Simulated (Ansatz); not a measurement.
## Structure relaxation, Pb

The start is a generated cell, Pb placed in the trigonal-Te structure type. The structure is fully relaxed (lattice and positions, P = 0) with PBEsol (plane waves to 420 eV, PAW, scalar-relativistic; Ansatz, a program for electronic structure). First-step values are on the input's coarse k-mesh.

Ansatz input (later rounds restart from its end on a renewed k-mesh):
Ansatz 0.2 input:
```yaml
crystal:
  lattice:
    - [4.7190558, 0, 0]
    - [-2.3595279, 4.0868222, 0]
    - [0, 0, 6.270541]
  atoms:
    - { symbol: Pb, position: [0.2636, 0, 0.33333333] }
    - { symbol: Pb, position: [0, 0.2636, 0.66666667] }
    - { symbol: Pb, position: [0.7364, 0.7364, 0] }
basis: { ecutwfc: 420, ecutrho_ratio: 4, xc_grid: 2, fft_grid_basis: typed }
kpoints: { mp_grid: { grid: [8, 8, 5] } }
hamiltonian:
  xc: pbesol
  dispersion: none
  pseudopotentials: { azcp: { folder: ./paw }, kind: paw }
scf: { occupations: { method: fermi_dirac, width: 0.05 } }
relax: { f_tol: 0.01, max_steps: 100, cell: { stress_tol: 0.02 } }
output: { forces: true, stress: true }
```

Problem. What is the largest force in the starting geometry, and on which atom (counted from 1)?

Solution. 0.76 eV/Å, on Pb1, Pb2, Pb3 (atoms numbered as listed).

Problem. How does the volume change?

Solution. -25.6 %, from 40.31 to 29.98 Å³/atom.

Problem. How do the shortest distances between atoms change?

Solution. The closest pairs of elements (up to four, under 3.6 Å), start → end: Pb–Pb 3.00 → 3.49 Å.

Problem. Write out the relaxed structure.

Solution. 
Space group Fm-3m (No. 225); a = b = c = 4.931 Å, α = β = γ = 90.00°

| atom | site | symmetry | x | y | z |
|---|---|---|---|---|---|
| Pb | 4a | m-3m | 0.0000 | 0.0000 | 0.0000 |
(The calculation used a cell of 1 atom; values per cell refer to that cell.)

Final values are on a 16×16×16 k-mesh of the relaxed cell. No spin polarisation in the result.

The run could not lose the symmetry of its start.
